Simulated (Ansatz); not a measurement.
The start is a relaxed KCl cell, doubled along one cell vector, shaken by Gaussian noise of σ = 0.08 Å a coordinate. The structure is fully relaxed (lattice and positions, P = 0) with r2SCAN (plane waves to 500 eV, PAW, scalar-relativistic; Ansatz, an electronic-structure program). The first steps use a coarse 6×6×3 k-mesh.

The start:
```yaml
crystal:
  lattice:
    - [0.00000, 3.14616, 3.14616]
    - [3.14616, 0.00000, 3.14616]
    - [6.29231, 6.29231, 0.00000]
  atoms:
    - { symbol: Cl, position: [0.97338, 0.01047, 0.02005] }
    - { symbol: Cl, position: [0.97269, 0.00829, 0.50198] }
    - { symbol: K, position: [0.50941, 0.47702, 0.25639] }
    - { symbol: K, position: [0.48678, 0.48912, 0.77098] }
```

```yaml
energy_released: 0.013 eV/atom
relative_to_the_parent: It returns to the parent structure, Fm-3m (No. 225)
band_gap_at_the_end: 5.82 eV, direct at Γ (no spin-orbit coupling)
optimiser_moves: 3
```

Relaxed structure:

Space group Fm-3m (No. 225); a = 6.2934 Å, b = 6.2934 Å, c = 6.2934 Å, α = 90.00°, β = 90.00°, γ = 90.00°

```tsv
atom	site	symmetry	x	y	z
Cl	4b	m-3m	0.5000	0.5000	0.5000
K	4a	m-3m	0.0000	0.0000	0.0000
```
(The calculation used a cell of 2 atoms; values per cell refer to that cell.)

Final values are on a 9×9×9 k-mesh of the relaxed cell. No spin polarisation in the result.
